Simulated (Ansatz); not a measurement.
Two-dimensional strain map in Ru

Computed with DFT PBEsol, scalar-relativistic, plane waves, PAW in Ansatz. Settings: plane waves to 420 eV, k-mesh 24×24×12 (Γ-centred), Gaussian smearing 0.15 eV. No spin polarisation. Energies are free energies at this smearing, counted from the undisturbed cell; pressure is positive in compression.

The undisturbed cell (as given, not relaxed at this level; it stands at -6.3 GPa):

```xyz
2
Lattice="2.7058 0.0000 0.0000 -1.3529 2.3433 0.0000 0.0000 0.0000 4.2819" Properties=species:S:1:pos:R:3 pbc="T T T"
Ru    0.0000    1.5622    1.0705
Ru    1.3529    0.7811    3.2114
```

The cell is strained by p along both x and y and by q along z, fractional coordinates fixed. Points are written (p, q).

Energy above the undisturbed cell in meV/atom (a dash: not computed):

```csv
p \ q,-0.080,-0.040,0.000,0.040,0.080
-0.080,949.7,636.4,481.3,?,486.7
-0.040,386.3,?,?,99.8,191.1
0.000,164.5,23.3,0.0,64.4,191.2
0.040,171.0,101.5,129.3,231.5,386.9
0.080,325.9,320.6,?,527.2,705.0
```

Task: Fill in the withheld energies.

Result: (-0.080, 0.040): 444.4; (-0.040, -0.040): 165.6; (-0.040, 0.000): 81.8; (0.080, 0.000): 393.7.